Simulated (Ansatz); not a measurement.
**Straining Co**

Theory: Ansatz, DFT PBEsol, scalar-relativistic, plane waves, PAW. Run with 420 eV cutoff, 24×24×14 k-mesh, Gaussian smearing of 0.10 eV, collinear spin.

Reference structure (relaxed):

```xyz
2
Lattice="2.4565 0.0000 0.0000 -1.2282 2.1274 0.0000 0.0000 0.0000 3.9696" Properties=species:S:1:pos:R:3 pbc="T T T"
Co    0.0000    1.4182    0.9924
Co    1.2282    0.7091    2.9772
```

Deformation: all cell vectors scaled alike, the atoms relaxed, all within the symmetry that the strain leaves. Energies are extrapolated to zero smearing.

| strain (%) | ΔE (meV/atom) | a (Å) | b (Å) | c (Å) | moment (μB/cell) |
| --- | --- | --- | --- | --- | --- |
| -3.0 | 71.1 | 2.383 | 2.383 | 3.851 | 3.00 |
| -2.0 | 30.1 | 2.407 | 2.407 | 3.890 | 3.04 |
| -1.0 | 7.2 | 2.432 | 2.432 | 3.930 | 3.09 |
| +0.0 | 0.0 | 2.456 | 2.456 | 3.970 | 3.15 |
| +1.0 | 6.7 | 2.481 | 2.481 | 4.009 | 3.21 |
| +2.0 | 26.2 | 2.506 | 2.506 | 4.049 | 3.25 |
| +3.0 | 57.3 | 2.530 | 2.530 | 4.089 | 3.28 |

(1) What stiffness (1/V) d²E/dε² at zero strain does a cubic fit over all points give?

## Answers

(1) A cubic fit gives (1/V) d²E/dε² = 2207 GPa at zero strain (nine times the bulk modulus at fixed shape).